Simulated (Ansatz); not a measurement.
A (001) slab of Ag (P6_3/mmc (No. 194)), 8 planes, outer planes Ag (top) and Ag (bottom), with 8 atoms (Ag8) in a surface cell of A = 7.138 Å², as cut from the bulk:

```
CELL_PARAMETERS angstrom
2.87095 0.00000 0.00000
-1.43548 2.48632 0.00000
0.00000 0.00000 31.34160
ATOMIC_POSITIONS crystal
Ag 0.33333 0.66667 0.23930
Ag 0.00000 0.00000 0.31378
Ag 0.66667 0.33333 0.38827
Ag 0.00000 0.00000 0.46276
Ag 0.33333 0.66667 0.53724
Ag 0.00000 0.00000 0.61173
Ag 0.66667 0.33333 0.68622
Ag 0.00000 0.00000 0.76070
```

Method: Ansatz 0.2.0, DFT PBEsol, scalar-relativistic, plane waves, PAW. Settings: cutoff 420 eV, Γ-centred mesh 12×12×1 on the computed 8-atom cell, Gaussian smearing of 0.10 eV; no spin polarisation. The cell repeats along c with a dipole correction in the vacuum.

Against the same 8 atoms in the bulk, the slab as cut lies 0.949 eV higher and the relaxed slab 0.948 eV higher.

Q: Work out the surface energy before and after relaxation.

A: The slab has two faces, so γ = (E_slab − N·E_bulk)/(2A), the mean of both. As cut: 0.949/(2 × 7.138) = 0.0665 eV/Å², and 1 eV/Å² = 16.02 J/m², so γ = 1.06 J/m². Relaxed: 0.948/(2 × 7.138) = 0.0664 eV/Å² = 1.06 J/m². Relaxation recovers 0.1 % of the cost of cutting.

Q: What is the ideal work of this cut, per area?

A: Griffith's ideal work is 2γ: 2.13 J/m², whether the new faces relax or not. One thickness was run, 8 planes, so γ can still shift with it.

The reference crystal is a form of Ag, which isn't its usual structure.